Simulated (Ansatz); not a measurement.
# Si3N4 — field gradients at the nuclei

The cell is a COD entry, whose atoms a relaxation with PBE at fixed cell left in place.

Space group I-43d (No. 220); a = 6.4747 Å.

| site | Wyckoff | site symmetry | x | y | z |
| --- | --- | --- | --- | --- | --- |
| Si | 12b | -4.. | 0.3750 | 0.5000 | 0.7500 |
| N | 16c | .3. | 0.2814 | 0.2814 | 0.2814 |

One atom of each set is listed; the run and its k-mesh use a cell of 14 atoms with edges of 5.61, 5.61, 5.61 Å.

Computed with Ansatz: DFT, PBE, plane waves and PAW, scalar-relativistic, 420 eV cutoff, Γ-centred 6×6×6 k-points, Fermi–Dirac smearing 0.02 eV.

C_Q = eQV_zz/h, which is 24.18 MHz for Q = 1 b and V_zz = 10²¹ V/m²; η = (V_xx − V_yy)/V_zz.

N-14: I = 1, Q = 20.44 mb. Quadrupole moments are those of Pyykkö's year-2017 table.

Q: Which values are expected at the nuclei?

A: 

```json
{"site": "Si", "atoms": "6", "first shell": "4 N at 1.75 Å", "V_zz (10²¹ V/m²)": "-0.10", "η": "0.00", "C_Q (MHz)": "–"}
{"site": "N", "atoms": "8", "first shell": "3 Si at 1.75 Å", "V_zz (10²¹ V/m²)": "-5.77", "η": "0.00", "C_Q (MHz)": "-2.85"}
```

An axis of threefold or higher order runs through Si and N, so V_zz lies along it and η is zero.

Si has no stable isotope with a ground-state quadrupole moment in the table, so no C_Q is given.
